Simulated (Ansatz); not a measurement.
**Ir₄Rh (Cmcm)**

Theory: DFT PBE, scalar-relativistic, plane waves, PAW in Ansatz 0.2.0.

Settings: cutoff 420 eV, Γ-centred mesh 8×8×8 on the computed 10-atom cell, Gaussian smearing of 0.10 eV; no spin polarisation.

The structure is relaxed at this level of theory with its symmetry kept, and needn't be the ground state of this composition.

Space group Cmcm (No. 63), orthorhombic, a = 13.717 Å, b = 4.754 Å, c = 4.434 Å. Ir on its first site has 11 Ir at 2.72–2.75 Å and 1 Rh at 2.74 Å; Ir on its second site has 4 Rh at 2.72–2.75 Å and 8 Ir at 2.73–2.75 Å; Rh has 10 Ir at 2.72–2.75 Å and 2 Rh at 2.73 Å.

| Quantity | Value |
| --- | --- |
| Volume per atom | 97.6 bohr³ |
| Formation energy from the elements' standard states (uncorrected) | +0.056 eV/atom |
| Kohn–Sham band gap | none (metal) |
| Density of states at the Fermi level | 12.1 states/eV per cell |
| Orbital (Löwdin) character within 0.5 eV of the Fermi level | Ir 5d 75 %, Rh 4d 21 % |
| Bader charge by site (e) | Ir (4 in the cell) -0.01, Ir (4 in the cell) -0.04, Rh (2 in the cell) 0.10 |

Spin-orbit coupling is left out, which matters for the bands of heavy elements. Spin polarisation was left out, and a magnetic state may lie lower.

The cell was found from a structure generator's guess, not taken from experiment. Löwdin shares on free-atom orbitals overweight diffuse shells.
